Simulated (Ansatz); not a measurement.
Level of theory: Ansatz 0.2.0, DFT PBE, scalar-relativistic, plane waves, PAW. Settings: cutoff 420 eV, Γ-centred meshes spaced at most about 0.3 Å⁻¹, and about 0.25 Å⁻¹ or finer for metals (2π included), Gaussian smearing. No spin polarisation in the final relaxations.

These are static total energies at zero pressure. All come from trial cells, and lower structures may exist.

**Question.** Order these relaxed structures of Zn2GeO3 by energy, lowest first, with the energy over the lowest of them.
A. Space group P4/mmm (No. 123), tetragonal, a = 2.835 Å, c = 9.279 Å. Zn has 1 O at 1.85 Å and 4 O at 2.15 Å; Ge has 2 O at 2.02 Å; around O on a site of symmetry 4mm lie 1 Ge at 2.02 Å and 4 Zn at 2.15 Å; around O on a site of symmetry 4/mmm lie 2 Zn at 1.85 Å.
B. Space group R-3m (No. 166), trigonal, a = 5.614 Å, c = 7.629 Å. Around Zn lie 3 O at 2.14 Å and 1 Zn at 2.29 Å; Ge has 6 O at 2.06 Å; O is surrounded by 2 Ge at 2.06 Å and 2 Zn at 2.14 Å.
C. Space group P-4m2 (No. 115), tetragonal, a = 3.020 Å, c = 8.909 Å. Zn has 5 O at 2.14–2.17 Å; around Ge lie 4 O at 2.14 Å; O on a site of symmetry -4m2 has 4 Ge at 2.14 Å; O on a site of symmetry 2mm is surrounded by 5 Zn at 2.14–2.17 Å.
D. Space group P6/mmm (No. 191), hexagonal, a = 5.487 Å, c = 2.742 Å. Around Zn lie 6 O at 2.09 Å; around Ge lie 2 Ge at 2.74 Å and 12 O at 3.07 Å; around O lie 4 Zn at 2.09 Å, 6 O at 2.74 Å and 4 Ge at 3.07 Å.

**Answer.** C (0 meV/atom), B (114 meV/atom), A (136 meV/atom), D (327 meV/atom). Forms: C P-4m2; B R-3m; A P4/mmm; D P6/mmm. Counting O atoms around Ge and Zn (those within 1.25 times the shortest such distance or 1.15 times the sum of covalent radii; a plus sign parts nearer from farther groups; the shortest distance is added where it is long for a bond): C has Zn 5, Ge 4; B has Zn 3, Ge 6; A has Zn 1+4, Ge 2; D has Zn 6, Ge 12 from 3.1 Å.

Weakly bound directions are ill-defined at this level, which has no dispersion term (P-4m2), and this can change margins and order among such cells. Cells relaxed within their symmetry can be saddle points. Some candidate types were left out of the draw beforehand, so a known form may be missing.
